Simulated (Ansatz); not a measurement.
LiC$_{6}$:
```xyz
7
Lattice="4.3024 0.0000 0.0000 -2.1512 3.7260 0.0000 0.0000 0.0000 3.6237" Properties=species:S:1:pos:R:3 pbc="T T T"
C      0.7177     1.2430     0.0000
C      2.8671     0.0000     0.0000
C     -1.4335     2.4830     0.0000
C      1.4353     0.0000     0.0000
C      1.4335     2.4830     0.0000
C     -0.7177     1.2430     0.0000
Li     0.0000     0.0000     1.8119
```

Relaxed with r²SCAN+D4. Special points in fractions of this cell's reciprocal vectors: Γ (0.000, 0.000, 0.000); M (0.500, 0.000, 0.000); K (0.333, 0.333, 0.000); A (0.000, 0.000, 0.500); L (0.500, 0.000, 0.500); H (0.333, 0.333, 0.500).

Task: List the band energies nearest the Fermi level at these points for r²SCAN+D4 (plane waves, PAW; program Ansatz).

Result: In eV from the Fermi level; about four levels below and three above (degenerate sets whole), none deeper than 8.9 eV; points with the same levels are listed once.

| k | below | above |
|---|---|---|
| Γ | -1.52 -1.52 -1.13 -1.13 | 1.78 6.80 6.80 |
| M | -8.07 -7.07 -6.62 -3.78 | 0.49 3.08 4.52 |
| K | -7.42 -6.49 -5.92 -5.92 | 3.77 3.85 3.85 |
| A | -2.97 -2.97 -2.19 -2.19 | 6.95 7.07 7.07 |
| L | -8.03 -8.03 -5.14 -0.69 | 4.42 4.44 5.81 |
| H | -7.46 -7.46 -7.39 -7.30 | 2.62 2.62 3.12 |

Space group P6/mmm. The cell is a constructed one: a structure type filled with these elements; the Crystallography Open Database copy checked does not list it. Whether it is the stable phase at ambient conditions was not checked. The r²SCAN+D4 relaxation kept the symmetry of its start; whether a distortion lowers the energy is not shown.

Potentials: the later of the program's two PAW sets.
